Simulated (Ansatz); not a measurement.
CaCu$_{2}$S$_{2}$ in space group P-3m1 (No. 164; Cu on 2d, Ca on 1a, S on 2d), the program Ansatz at the PBE level (PAW). The conduction-band minimum lies at Γ, with 1 equivalent valley. Second derivatives d²E/dk² of the lowest band at one valley (eV·Å²), along Cartesian directions:

```tsv
direction	d²E/dk²
[100]	42.72
[010]	42.72
[001]	42.36
[110]	42.72
[101]	42.57
[011]	42.58
```

Question: Find the principal effective masses, the density-of-states mass and the conductivity mass.

Answer: Off-diagonal terms follow from H_xy = H[110] − (H_xx + H_yy)/2, and m*/mₑ = 7.620 eV·Å² over each eigenvalue: 0.18, 0.18, 0.18. One valley's DOS mass (m₁m₂m₃)^(1/3) = 0.18, conductivity mass 3/(Σ 1/mᵢ) = 0.18 mₑ.

Question: What effective density of states Nc follows at 300 K for parabolic valleys?

Answer: Nc = 2.509e19 × 1 × (0.18)^(3/2) ≈ 1.9e18 cm⁻³.

The workflow started from an entry of the Crystallography Open Database (COD, 293 K). Whether it is the stable phase at ambient conditions was not checked. The PBE relaxation kept the symmetry of its start; whether a distortion lowers the energy is not shown. No spin polarisation was allowed.

Potentials: the later of the program's two PAW sets.

Edges and masses are those of Kohn–Sham bands, whose gap is no quasiparticle gap.
